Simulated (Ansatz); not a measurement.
The following input was run with Ansatz 0.2.0.

```yaml
crystal:
  lattice:
    - [0.0, 2.985273869, 2.985273869]
    - [2.985273869, 0.0, 2.985273869]
    - [2.985273869, 2.985273869, 0.0]
  atoms:
    - { symbol: Li, position: [0.0, 0.0, 0.0] }
    - { symbol: Li, position: [0.25, 0.25, 0.25] }
    - { symbol: Zn, position: [0.5, 0.5, 0.5] }
    - { symbol: Zn, position: [0.75, 0.75, 0.75] }
basis:
  ecutwfc: 500
kpoints:
  mp_grid: { grid: [12, 12, 12] }
hamiltonian:
  xc: r2scan
scf:
  occupations: { method: gaussian, width: 0.1 }
output:
  forces: true
  stress: true
  eigenvalues: true
```

Command:
```bash
ansatz run input.yaml --threads 1 --pin off --max-ram 2560MiB --backend cpu --events-out ev --progress --plain --runs-dir out
```

Computed with DFT r2SCAN, scalar-relativistic, plane waves, PAW in Ansatz 0.2.0.

From the run's log, abridged:

```
Pseudopotentials: kind: paw
Pseudopotential: Li, paw, valence charge 3, recommended cutoff 500 eV (meta_gga)
Pseudopotential: Zn, paw, valence charge 12, recommended cutoff 500 eV (meta_gga)
Functional definition: r2SCAN
Crystal: 4 atoms, lattice volume = 53.209 Å³
Basis set: ecut = 500 eV, 1363 PW (Γ), exchange–correlation on 128×128×128 points (64 copies of the dense FFT grid, shifted against one another)
Bands: 19, of which v1, the nominal top of the filled ones, is band 15 counted from 1 (14 counted from 0)
Symmetry: 48 space group operations
Space group: Fd-3m (ITA 227), of the structure as read, at distance tolerance 3.8e-5 Å
k-points: 72 of 1728
Initial density: superposition of atomic densities (neutral atoms: chi_scale 0, normalization atom), corrected by the library's trained network
Initial wavefunctions: pseudopotential atomic-orbital guess
Functional: x = r2scan, c = r2scan; τ floored in thin density (d = 2e-4 eV/Å³)
SCF iter   1: F=—  HF=-7062.409951 eV  |F-HF|=—  |Δ(HF+E_count)|=         —  Δρ=1.74e-2  dr2=9.43e-2  dr2_τ=4.91e-3  ethr=1.77e-3  ⟨swp⟩=5.4  Hψ=6451  notcnv=0
SCF iter   2: F=—  HF=-7062.418608 eV  |F-HF|=—  |Δ(HF+E_count)|=   8.66e-3  Δρ=2.15e-3  dr2=2.80e-3  dr2_τ=3.84e-4  ethr=3.14e-4  ⟨swp⟩=2.1  Hψ=3154  notcnv=0  defer=23
SCF iter   3: F=—  HF=-7062.414387 eV  |F-HF|=—  |Δ(HF+E_count)|=   4.22e-3  Δρ=3.06e-3  dr2=5.72e-3  dr2_τ=1.22e-5  ethr=9.34e-6  ⟨swp⟩=2.0  Hψ=2517  notcnv=0  defer=23
SCF iter   4: F=—  HF=-7062.413231 eV  |F-HF|=—  |Δ(HF+E_count)|=   1.16e-3  Δρ=8.21e-4  dr2=8.63e-4  dr2_τ=3.31e-6  ethr=9.34e-6  ⟨swp⟩=2.0  Hψ=2228  notcnv=0  defer=23
SCF iter   5: F=—  HF=-7062.413255 eV  |F-HF|=—  |Δ(HF+E_count)|=   2.42e-5  Δρ=3.01e-4  dr2=1.13e-4  dr2_τ=2.71e-7  ethr=2.88e-6  ⟨swp⟩=2.3  Hψ=2234  notcnv=0  defer=23
SCF iter   6: F=—  HF=-7062.413281 eV  |F-HF|=—  |Δ(HF+E_count)|=   2.55e-5  Δρ=1.39e-4  dr2=1.27e-5  dr2_τ=4.37e-8  ethr=3.78e-7  ⟨swp⟩=2.8  Hψ=2471  notcnv=0  defer=23
SCF iter   7: F=—  HF=-7062.413289 eV  |F-HF|=—  |Δ(HF+E_count)|=   8.46e-6  Δρ=1.27e-5  dr2=1.39e-7  dr2_τ=2.45e-9  ethr=4.23e-8  ⟨swp⟩=2.2  Hψ=2341  notcnv=0  defer=23
SCF iter   8: F=-7062.413289 eV  HF=-7062.413289 eV  |F-HF|=1.91e-9  |Δ(HF+E_count)|=   1.59e-7  Δρ=3.82e-6  dr2=8.79e-9  dr2_τ=4.87e-11  ethr=3.33e-10  ⟨swp⟩=6.0  Hψ=6211  notcnv=0
SCF 1 converged in 8 iterations: F = -7062.413289 eV  dr2 = 8.79e-9
SCF converged after 8 iterations
Free energy (F): -7062.413289 eV
Harris-Foulkes:  -7062.413289 eV  (|F-HF|=1.91e-9)
Internal energy: -7062.406061 eV  (E = F + TS)
E sigma→0 (E₀):  -7062.409675 eV
Entropy (-TS):   -0.007228 eV (-1.807 meV/atom)
Fermi energy:    7.343884 eV
--- Per-component energies (eV) ---
  E_band       = -137.659279
  E_kinetic    = 307.769474
  E_local      = -3776.763942  (includes V_loc(G=0)·N_el)
  E_nonlocal   = 1156.066834
  E_hartree    = 1570.121014
  E_xc         = -271.777898
  E_vxc        = -142.343928  (∫ρ·V_xc dr)
  E_paw        = -3731.230453  (= ΣΔE_a)
  E_vpaw       = -831.384265  (= ΣTr[D̂ρ^β])
  E_aug_tail   = -0.000299  (compensation charges beyond the density's cutoff)
  E_vtau       = 8.749833  (kinetic-family band-sum trace: ∫τ·v_τ [+ j·A + Jᵃ·Aᵃ] dr)
  E_ewald      = -2316.225554
  E_core_change = -0.365237  (= ΣΔE_core)
  E_smearing   = -0.007228  (= −TS)
--- Forces (eV/Å), atoms counted from 1 ---
  atom   1  Li     0.00000000     0.00000000     0.00000000
  atom   2  Li     0.00000000     0.00000000     0.00000000
  atom   3  Zn     0.00000000     0.00000000     0.00000000
  atom   4  Zn     0.00000000     0.00000000     0.00000000
--- Stress (GPa, compression-positive) ---
        3.320567       0.000000       0.000000
        0.000000       3.320567       0.000000
        0.000000       0.000000       3.320567
  P = ⅓ Tr σ = 3.3206 GPa (33.206 kbar)
--- Band table (eV; the first three rows and the last of 72) ---
  k-point 0: bands = ["-40.0709", "-39.9975", "-1.2066", "-0.3702", "-0.3702", "-0.3702", "-0.3619", "-0.3619", "0.1140", "0.1140", "0.1140", "0.3712", "0.3712", "11.2026", "11.2026", "11.2026", "11.3429", "11.3429", "11.3429"]
  k-point 1: bands = ["-40.0700", "-39.9984", "-1.1366", "-0.4044", "-0.4044", "-0.3664", "-0.3205", "-0.3205", "0.1121", "0.1121", "0.1174", "0.3718", "0.3718", "9.5746", "10.5624", "10.5624", "12.1117", "12.1117", "12.3692"]
  k-point 2: bands = ["-40.0672", "-40.0010", "-0.9401", "-0.4282", "-0.4282", "-0.3558", "-0.2806", "-0.2806", "0.1118", "0.1118", "0.1424", "0.3719", "0.3719", "7.8669", "10.0141", "10.0141", "12.4217", "12.7077", "12.7077"]
  k-point 71: bands = ["-40.0337", "-40.0337", "-0.4812", "-0.4812", "-0.2572", "-0.2572", "-0.0649", "-0.0649", "0.0213", "0.0213", "0.4309", "0.4309", "3.0113", "3.0113", "5.6155", "5.6155", "13.0489", "13.0489", "14.6808"]
```

The run converged.

The run took 13 s on 1 thread of Arm Neoverse V1, on a shared host, peak memory 0.51 GiB.